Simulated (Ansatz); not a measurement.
**Structures of As$_{3}$F: which is lowest?**

Plane-wave DFT in Ansatz with scalar-relativistic PAW potentials, cutoff 420 eV, Γ-centred meshes chosen by cell and gap, Gaussian smearing with energies taken to zero width. Every cell was relaxed (cell and atoms) in a run of its own, within the symmetry of its start. Functional: PBE.

Relaxed structures (starts from databases or built by putting these elements on another compound's sites):
A. P4/mmm, 4 atoms in the computed cell, a = 4.062 Å, c = 4.021 Å; sites (symmetry × multiplicity) As 4/mmm × 1 + mmm. × 2, F 4/mmm × 1; start: built
B. Fm-3m, 4 atoms in the computed cell, a = 6.413 Å; sites (symmetry × multiplicity) As -43m × 8 + m-3m × 4, F m-3m × 4; start: built

Task: Rank them by energy. Could pressure change the order?

Result:
| structure | group | E − E(lowest) (meV/atom) | V (Å³/atom) | gap on mesh (eV) |
| --- | --- | --- | --- | --- |
| B | Fm-3m | 0.0 | 16.49 | 0.00 |
| A | P4/mmm | 102 | 16.58 | 0.00 |

B is lowest, 102 meV/atom under A. The lowest is also the densest of these, so pressure wouldn't bring one of the others in at first order. Other structures may lie lower than all of these, and vibrations aren't counted.